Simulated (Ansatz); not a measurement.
Fixed-spin-moment curve of Ni₃Ge (Pm-3m)

Geometry: a structure from the Materials Project; nothing is relaxed.

The runs share LDA, 8×8×8 k mesh, Fermi–Dirac smearing of 0.05 eV. PAW means Ansatz 0.2.0 on its default frozen-core files; LAPW is all-electron LAPW in Ansatz 0.2.0. Site moments are integrated in spheres about the atoms, whose radii differ between the methods.

The reference run was typed so:

```yaml
crystal:
  lattice:
    - [3.5303341067, 0.0, 0.0]
    - [0.0, 3.5303341067, 0.0]
    - [0.0, 0.0, 3.5303341067]
  atoms:
    - { symbol: Ni, position: [0.5, 0.0, 0.5], spin: 1.5 }
    - { symbol: Ni, position: [0.0, 0.5, 0.5], spin: 1.5 }
    - { symbol: Ni, position: [0.5, 0.5, 0.0], spin: 1.5 }
    - { symbol: Ge, position: [0.0, 0.0, 0.0] }
magnetization:
  spin_polarized: true
kpoints:
  mp_grid: { grid: [8, 8, 8] }
scf:
  occupations: { method: fermi_dirac, width: 0.05 }
  lower_state_search: "off"
hamiltonian:
  xc: lda
  pseudopotentials: { kind: paw }
output:
  forces: true
  stress: true
  eigenvalues: true
  populations: true
  dos: { projected: true, de: 0.1, e_range: [-8, 5] }
  write_density: true
  write_potential: true
  elf: true
  volumetric_format: npy
```

Command: `ansatz run input.yaml --threads 2 --pin off --max-ram 6144MiB --backend cpu --events-out ev --progress --plain --runs-dir out`

The input for «total moment held at 0.45 μB» by PAW differs from it in these lines, output keys apart:

```diff
-    - { symbol: Ni, position: [0.5, 0.0, 0.5], spin: 1.5 }
-    - { symbol: Ni, position: [0.0, 0.5, 0.5], spin: 1.5 }
-    - { symbol: Ni, position: [0.5, 0.5, 0.0], spin: 1.5 }
+    - { symbol: Ni, position: [0.5, 0.0, 0.5], spin: 0.15 }
+    - { symbol: Ni, position: [0.0, 0.5, 0.5], spin: 0.15 }
+    - { symbol: Ni, position: [0.5, 0.5, 0.0], spin: 0.15 }
+  initial_magnetization: 0.45
+  spin_locking: { lock_magnetization: hard }
```

The input for «total moment held at 3.6 μB» by LAPW differs from it in these lines, output keys apart:

```diff
-    - { symbol: Ni, position: [0.5, 0.0, 0.5], spin: 1.5 }
-    - { symbol: Ni, position: [0.0, 0.5, 0.5], spin: 1.5 }
-    - { symbol: Ni, position: [0.5, 0.5, 0.0], spin: 1.5 }
+    - { symbol: Ni, position: [0.5, 0.0, 0.5], spin: 1.2 }
+    - { symbol: Ni, position: [0.0, 0.5, 0.5], spin: 1.2 }
+    - { symbol: Ni, position: [0.5, 0.5, 0.0], spin: 1.2 }
+  initial_magnetization: 3.6
+  spin_locking: { lock_magnetization: hard }
-  pseudopotentials: { kind: paw }
+  pseudopotentials: { kind: all_electron, lapw: { basis_error: 0.001 } }
```

Each run fixes M = N↑ − N↓ with two Fermi levels; the holding field B = (E_F↑ − E_F↓)/2μB is the slope of the free energy against M over μB. Energies count from each method's free run. The held moment starts spread evenly over Ni1, Ni2, Ni3.

Does the cell keep a net moment when the moments are free, and how does its energy change with a held moment?

The free run has no net moment (M = 0.00 μB). 
```json
{"M (μB/cell)": "0.00", "ΔF PAW (meV/cell)": "0.0", "ΔF LAPW (meV/cell)": "–", "B, PAW (T)": "–", "largest site moment, PAW (μB)": "0.00", "pressure, PAW (GPa)": "-7.7"}
{"M (μB/cell)": "0.15", "ΔF PAW (meV/cell)": "+3.0", "ΔF LAPW (meV/cell)": "–", "B, PAW (T)": "+747", "largest site moment, PAW (μB)": "0.05", "pressure, PAW (GPa)": "-7.7"}
{"M (μB/cell)": "0.45", "ΔF PAW (meV/cell)": "+39.8", "ΔF LAPW (meV/cell)": "–", "B, PAW (T)": "+3153", "largest site moment, PAW (μB)": "0.16", "pressure, PAW (GPa)": "-7.5"}
{"M (μB/cell)": "0.90", "ΔF PAW (meV/cell)": "+147.5", "ΔF LAPW (meV/cell)": "+147.5", "B, PAW (T)": "+4818", "largest site moment, PAW (μB)": "0.31", "pressure, PAW (GPa)": "-6.8"}
{"M (μB/cell)": "1.50", "ΔF PAW (meV/cell)": "+348.7", "ΔF LAPW (meV/cell)": "–", "B, PAW (T)": "+6842", "largest site moment, PAW (μB)": "0.50", "pressure, PAW (GPa)": "-5.3"}
{"M (μB/cell)": "2.40", "ΔF PAW (meV/cell)": "+786.6", "ΔF LAPW (meV/cell)": "–", "B, PAW (T)": "+11077", "largest site moment, PAW (μB)": "0.75", "pressure, PAW (GPa)": "-2.2"}
{"M (μB/cell)": "3.60", "ΔF PAW (meV/cell)": "+1911.9", "ΔF LAPW (meV/cell)": "+1913.7", "B, PAW (T)": "+20298", "largest site moment, PAW (μB)": "1.05", "pressure, PAW (GPa)": "4.3"}
```

Check μB·B = dF/dM between M = 0.15 and 0.45 μB with the PAW numbers.

ΔF/ΔM = +36.8 meV / 0.30 = +122.6 meV per μB, which is +2118 T with μB = 0.05788 meV/T. The mean of the two holding fields is +1950 T. The slope equals the mean of B over the step, so the two agree where B(M) is nearly straight between its ends, and here they lie within a tenth of each other.

Separate runs put a uniform field on the spins (g = 2):

```
field (T)  M PAW (μB/cell)  M LAPW (μB/cell)
      200            0.045             0.045
     1000            0.183                 –
     3000            0.420             0.419
```

The PAW files were made with PBE; the program remakes their cores once for the run's functional and then keeps them frozen. The Ansatz runs typed with the search for lower states off end where their start leads. These are results for the start and cell typed. The real compound can order otherwise, in a larger cell, or not at all, since semilocal functionals at zero temperature often overstate magnetism.
